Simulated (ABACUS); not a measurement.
Band structure of a model cell of MnF₂ (R-3m, 3 atoms in the cell; prototype structure).

```yaml
crystal:
  lattice:
    - [1.52270, 0.87913, 4.61642]
    - [-1.52270, 0.87913, 4.61642]
    - [0.00000, -1.75827, 4.61642]
  atoms:
    - { symbol: Mn, position: [0.00000, 0.00000, 0.00000], spin: 4.0 }
    - { symbol: F, position: [0.25200, 0.25200, 0.25200] }
    - { symbol: F, position: [0.74800, 0.74800, 0.74800] }
```
(The spins are starting values, not results.)

Method: PBEsol+U, numerical atomic orbitals DZP (confined pseudo-atomic orbitals; energy shift 0.01 Ry), PseudoDojo 0.4 standard norm-conserving PBEsol (tails mended) pseudopotentials in ABACUS 3.10.1.

Settings: basis = DZP numerical atomic orbitals, energy shift 0.01 Ry; KPT = Gamma 10 10 10 0 0 0; basis_type = lcao; ecutwfc = 100 Ry; smearing_method = fd; smearing_sigma = 0.00734986 Ry; nspin = 2; hubbard_u = 3.9 0 eV; potentials = PseudoDojo 0.4 standard norm-conserving PBEsol (tails mended); symmetry = 1; symmetry_prec = 1e-05; nbands = 29; dft_plus_u = 1; orbital_corr = 2 -1.

The starting geometry comes from a prototype or from typed values, not from a relaxation at this level; it need not be a known phase. The atom-centred basis is finite, which shifts total energies, pressures, gaps and forces against plane waves. The run is spin-polarised and ends with a net moment of 5.00 μB in the cell. With one magnetic atom the cell allows parallel order alone; another order can lie lower.

Points are given in units of this cell's reciprocal vectors. Levels in eV from the top of the valence band on the SCF mesh, bands 14 to 19 of the first spin channel:
| point | 14 | 15 | 16 | 17 | 18 | 19 |
|---|---|---|---|---|---|---|
| Γ (0 0 0) | -2.56 | -1.63 | -0.08 | -0.07 | 3.20 | 8.87 |
| L (0.5 0 0) | -2.08 | -1.77 | -0.45 | -0.08 | 8.65 | 10.21 |
| Z (0.5 0.5 0.5) | -2.55 | -1.67 | -0.03 | -0.02 | 4.82 | 6.78 |
| F (0.5 0.5 0) | -2.11 | -1.80 | -0.25 | 0.00 | 8.25 | 10.67 |
| P1 (0.655 0.655 0.191) | -2.10 | -1.79 | -0.35 | -0.02 | 8.41 | 10.61 |
| P (0.809 0.345 0.345) | -2.08 | -1.79 | -0.35 | -0.02 | 8.41 | 10.61 |

Higher empty bands are left out: an atom-centred basis made for the valence describes them poorly.

The net moment of the cell came out as 5.00 μB.

The atomic orbitals were generated for these runs; they are not ABACUS's published sets and were checked against plane waves on a few crystals only.

“Tails mended”: in these copies of the files the far tail of each local potential was reset to the Coulomb form.
